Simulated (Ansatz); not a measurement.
Structure relaxation, TiRh

The start is a randomly generated symmetric cell of TiRh (space group No. 21). Cell shape, volume and atoms are optimised at zero target pressure with PBE (plane waves to 420 eV, PAW, scalar-relativistic; Ansatz, a program for electronic structure). The first steps use a coarse 9×9×4 k-mesh.

Initial structure:
```yaml
crystal:
  lattice:
    - [2.48916, -2.50518, 0.00000]
    - [2.48916, 2.50518, 0.00000]
    - [0.00000, 0.00000, 8.46783]
  atoms:
    - { symbol: Rh, position: [0.00000, 0.00000, 0.00000] }
    - { symbol: Rh, position: [0.00000, 0.50000, 0.66547] }
    - { symbol: Rh, position: [0.50000, 0.00000, 0.33453] }
    - { symbol: Ti, position: [0.50000, 0.50000, 0.50000] }
    - { symbol: Ti, position: [0.50000, 0.50000, 0.00000] }
    - { symbol: Ti, position: [0.00000, 0.00000, 0.50000] }
```

**Question.** By how much does the energy per atom fall from start to end?

**Answer.** 0.83 eV/atom.

**Question.** How do the shortest distances between atoms change?

**Answer.** The closest pairs of elements (up to four, under 3.6 Å), start → end: Rh–Ti 2.25 → 2.52 Å; Ti–Ti 2.49 → 2.96 Å; Rh–Rh 3.34 → 2.67 Å.

**Question.** Is the relaxed structure metallic? Give its gap.

**Answer.** Zero (metallic).

**Question.** What does it relax into? Give the structure.

**Answer.** 
Space group P-4m2 (No. 115); a = b = 4.1794 Å, c = 6.1315 Å, α = β = γ = 90.00°

```json
[
 {"atom": "Rh", "site": "1a", "symmetry": "-4m2", "x": "0.0000", "y": "0.0000", "z": "0.0000"},
 {"atom": "Rh", "site": "2g", "symmetry": "2mm.", "x": "0.5000", "y": "0.0000", "z": "0.2712"},
 {"atom": "Ti", "site": "1c", "symmetry": "-4m2", "x": "0.5000", "y": "0.5000", "z": "0.5000"},
 {"atom": "Ti", "site": "1b", "symmetry": "-4m2", "x": "0.5000", "y": "0.5000", "z": "0.0000"},
 {"atom": "Ti", "site": "1d", "symmetry": "-4m2", "x": "0.0000", "y": "0.0000", "z": "0.5000"}
]
```

Final values are on a 11×11×8 k-mesh of the relaxed cell. The start holds a very short contact (Rh–Ti 2.25 Å). No spin polarisation in the result.

The run could not lose the symmetry of its start: the end is stationary, and may be a saddle point rather than a minimum.

The relaxed structure here is a generated cell of TiRh: the first start was made by a random draw of sites in a space group, and the end was not matched to a known phase here, so it may be hypothetical.
